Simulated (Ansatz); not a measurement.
A relaxed cell of Be (P6₃/mmc (No. 194)), relaxed on a k-mesh at least as fine as the one used below. Method: r2SCAN (plane waves to 500 eV, PAW, scalar-relativistic; Ansatz, a first-principles code). Γ-centred k-mesh 16×16×5 on the run's cell (coarser than for final values), Fermi–Dirac smearing 0.05 eV.

```xyz
4
Lattice="2.2632 0.0000 0.0000 -1.1316 1.9599 0.0000 0.0000 0.0000 7.1263" Properties=species:S:1:pos:R:3 pbc="T T T"
Be     0.0000     1.3066     2.6723
Be     0.0000     1.3066     6.2355
Be     1.1316     0.6533     0.8908
Be     1.1316     0.6533     4.4539
```

Every atom was then displaced, and the forces became (eV/Å):

```csv
atom,Fx,Fy,Fz
Be1,0.11,-0.01,0.42
Be2,-0.30,-0.06,0.08
Be3,0.43,-0.02,-0.34
Be4,-0.25,0.08,-0.16
```

Problem. Which atom was moved farthest relative to the others, and in which direction?

Solution. Be3, by (-0.09, 0.00, 0.03) Å (0.10 Å, mean shift removed); the next is Be4 with 0.07 Å. Its force makes an angle of 157° with its move.

All displacements (Å):

```csv
atom,ux,uy,uz
Be1,0.004,-0.045,-0.012
Be2,0.112,-0.031,0.020
Be3,-0.047,-0.049,0.047
Be4,0.115,-0.064,0.028
```

No spin polarisation in the result.

The run that gave the undisplaced cell could not lose the symmetry of its start; a randomly shaken copy of 4 atoms returns to this structure.
